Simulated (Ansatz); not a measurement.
Theory: Ansatz 0.2.0, DFT PBE, scalar-relativistic, plane waves, PAW, and for the lanthanide a 4f-in-core norm-conserving potential. Cutoff 660 eV, Γ-centred meshes of about 0.25 Å⁻¹ or finer for metals and 0.3 Å⁻¹ for insulators (2π included), Gaussian smearing. No spin polarisation.

These are static total energies at zero pressure.

Compare these two cells of NdHf, each relaxed at this level.

A.

```xyz
4
Lattice="3.3115 0.0000 0.0000 0.0000 3.3115 0.0000 0.0000 0.0000 10.2460" Properties=species:S:1:pos:R:3 pbc="T T T"
Nd    0.0000    1.6557    1.5399
Nd    1.6557    0.0000    8.7061
Hf    0.0000    1.6557    6.1437
Hf    1.6557    0.0000    4.1023
```

B.

```xyz
2
Lattice="3.3619 0.0000 0.0000 0.0000 3.3619 0.0000 0.0000 0.0000 4.8483" Properties=species:S:1:pos:R:3 pbc="T T T"
Nd    0.0000    0.0000    0.0000
Hf    1.6810    1.6810    2.4241
```

Question: Which form is favoured at zero pressure, and by what margin per atom?

Answer: A is lower, by 123 meV/atom. A has Nd and Hf ordered on fcc sites, space group P4/nmm (No. 129), 28.1 Å³/atom and no gap on its mesh; B has the CuAu (L1_0) type, space group P4/mmm (No. 123), 27.4 Å³/atom and no gap. Counting all near atoms (those within 1.25 times the shortest distance at each site; a plus sign parts nearer from farther groups), A has Nd 8+4, Hf 12 and B has Nd 12, Hf 12. Even the lower one lies +0.14 eV/atom against the reference forms of the elements (uncorrected), so neither is stable at this level. In A, Nd has 4 Nd at 3.31 Å, 4 Hf at 3.47 Å and 4 Nd at 3.87 Å; Hf has 4 Hf at 3.11 Å, 4 Hf at 3.31 Å and 4 Nd at 3.47 Å. In B, Nd has 4 Nd at 3.36 Å and 8 Hf at 3.40 Å; Hf is surrounded by 4 Hf at 3.36 Å and 8 Nd at 3.40 Å. Both come from trial cells of a structure search.

These runs have no spin–orbit coupling, which can matter for Hf. With atoms moved at random, A came back. B had no clear such test and can be a saddle point.

The lanthanide is trivalent by construction, without f bands, f moments or other valences.
